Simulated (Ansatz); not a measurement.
TaP in space group P-6m2 (No. 187; Ta on 1e, P on 1b) under volume change, PBEsol (plane waves, PAW; program Ansatz), shape and atoms relaxed at each volume.

```json
[
 {"V (Å³/atom)": "14.084", "E − E(relaxed) (meV/atom)": "96.5", "P (GPa)": "24.05"},
 {"V (Å³/atom)": "14.548", "E − E(relaxed) (meV/atom)": "?", "P (GPa)": "?"},
 {"V (Å³/atom)": "15.012", "E − E(relaxed) (meV/atom)": "9.6", "P (GPa)": "6.81"},
 {"V (Å³/atom)": "15.476", "E − E(relaxed) (meV/atom)": "0.0", "P (GPa)": "-0.01"},
 {"V (Å³/atom)": "15.941", "E − E(relaxed) (meV/atom)": "8.7", "P (GPa)": "-5.84"},
 {"V (Å³/atom)": "16.405", "E − E(relaxed) (meV/atom)": "?", "P (GPa)": "?"},
 {"V (Å³/atom)": "16.869", "E − E(relaxed) (meV/atom)": "70.8", "P (GPa)": "-15.15"}
]
```

Question: Fill in the missing entries.

Answer: 
- 16.405, E − E(relaxed) (meV/atom): 33.0
- 16.405, P (GPa): -10.84
- 14.548, E − E(relaxed) (meV/atom): 40.6
- 14.548, P (GPa): 14.77

Question: What does a third-order Birch–Murnaghan fit give for V₀, B₀ and B′?

Answer: V₀ = 15.48 Å³/atom, B₀ = 210 GPa, B′ = 4.1.

The first step of the workflow began from a Materials Project structure, measured or hypothetical; the Crystallography Open Database copy checked does not list it. COD files the formula under space group No. 141, so this cell is another polymorph or a model. Whether it is the stable phase at ambient conditions was not checked. The PBEsol relaxation kept the symmetry of its start; of distortions, only those at the zone centre were tested. The run is not spin-polarised. Scalar-relativistic: spin–orbit coupling is off unless named, which matters more the heavier the elements.

Potentials: the earlier of the program's two PAW sets.
